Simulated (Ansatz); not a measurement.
## Mg7Te: rattling a relaxed structure

The cell was found from a structure generator's guess, not taken from experiment.

Method: DFT PBE, scalar-relativistic, plane waves, PAW in Ansatz 0.2.0. Plane waves to 420 eV, a k mesh through Γ of 6×6×6 on the computed 8-atom cell and Gaussian smearing (0.10 eV); no spin polarisation.

The cell below (8 atoms, space group Fm-3m (No. 225)) is relaxed within its symmetry.

```cif
data_structure
_symmetry_space_group_name_H-M 'P 1'
_symmetry_Int_Tables_number 1
_cell_length_a 6.4373
_cell_length_b 6.4373
_cell_length_c 6.4373
_cell_angle_alpha 60.000
_cell_angle_beta 60.000
_cell_angle_gamma 60.000
_cell_volume 188.62
loop_
_atom_site_label
_atom_site_type_symbol
_atom_site_fract_x
_atom_site_fract_y
_atom_site_fract_z
_atom_site_occupancy
Mg1 Mg 0.50000 0.00000 0.50000 1
Mg2 Mg 0.50000 0.00000 0.00000 1
Mg3 Mg 0.50000 0.50000 0.00000 1
Mg4 Mg 0.00000 0.50000 0.00000 1
Mg5 Mg 0.00000 0.50000 0.50000 1
Mg6 Mg 0.00000 0.00000 0.50000 1
Mg7 Mg 0.00000 0.00000 0.00000 1
Te1 Te 0.50000 0.50000 0.50000 1
```

For the test it was strained at random (σ = 1.5 % a component), the atoms were moved at random (σ = 0.15 Å), and all was relaxed again on a coarse 4×4×4 mesh (in the run’s order of axes) with 0.20 eV smearing, with no symmetry imposed.

Spin–orbit coupling, which can matter for Te, is left out.

Task: Is the structure stable against such a distortion?

Result: It returns, within 1 meV/atom of the unmoved cell on that mesh and with the same symmetry when read at 0.1 Å (P1 at 0.01 Å, so small strains and shifts remain). No instability shows in this cell; modes of other wave vectors, which need another repeat, aren't tested.
